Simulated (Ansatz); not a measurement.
Structure: CdFCl (Janus 1T monolayer), at its r2SCAN minimum. The sheet's in-plane cell has a = 3.662 Å, b = 3.662 Å (γ = 120.0°), and its outermost atoms lie 2.43 Å apart along the normal. Cd is surrounded by 3 F at 2.31 Å and 3 Cl at 2.60 Å; F is surrounded by 3 Cd at 2.31 Å; Cl is surrounded by 3 Cd at 2.60 Å.

```cif
data_structure
_symmetry_space_group_name_H-M 'P 1'
_symmetry_Int_Tables_number 1
_cell_length_a 3.6618
_cell_length_b 3.6618
_cell_length_c 28.9016
_cell_angle_alpha 90.000
_cell_angle_beta 90.000
_cell_angle_gamma 120.000
_cell_volume 335.62
loop_
_atom_site_label
_atom_site_type_symbol
_atom_site_fract_x
_atom_site_fract_y
_atom_site_fract_z
_atom_site_occupancy
Cd1 Cd 0.00000 0.00000 0.31817 1
F1 F 0.33333 0.66667 0.35007 1
Cl1 Cl 0.66667 0.33333 0.26596 1
```
The sheet repeats along a and b alone.

4 runs of the plane-wave code Ansatz on this cell differ in the functional (and in the settings that go with it). Levels are in eV from each run's valence top; v1 is the last filled band, c1 the first empty one.

Run A, mean stress +2.4 N/m (compression positive):
```
point     v2     v1     c1     c2
    Γ   0.00   0.00  11.34  11.78
    M  -1.03  -0.53  14.76  15.20
    K  -1.71  -0.82  15.60  16.42
```

Run B, mean stress -0.2 N/m (compression positive):
```
point     v2     v1    c1     c2
    Γ   0.00   0.00  4.55   7.81
    M  -0.75  -0.33  6.79   8.92
    K  -1.20  -0.52  7.37  10.38
```

Run C, mean stress 0.0 N/m (compression positive):
```
point     v2     v1    c1    c2
    Γ   0.00   0.00  3.77  7.14
    M  -0.70  -0.30  5.95  8.15
    K  -1.12  -0.48  6.49  9.56
```

Run D, mean stress +1.4 N/m (compression positive):
```
point     v2     v1    c1    c2
    Γ   0.00   0.00  3.21  6.40
    M  -0.67  -0.28  5.30  7.47
    K  -1.06  -0.45  5.84  8.82
```

Q: Match the runs to PBE, r2SCAN, r2SCANh, Hartree-Fock.

A: A is Hartree-Fock, B is r2SCANh, C is r2SCAN, D is PBE. In order of the gap: PBE 3.21, r2SCAN 3.77, r2SCANh 4.55, Hartree-Fock 11.34 eV.

Values at 0 K without nuclear motion; spin polarisation is off, and the phase may be a hypothetical one.

The runs are scalar-relativistic, without spin-orbit coupling.

The stress of a hybrid is loosely converged in these runs.

The meshes of the hybrids are coarse, so their gaps aren't converged to the digits shown.
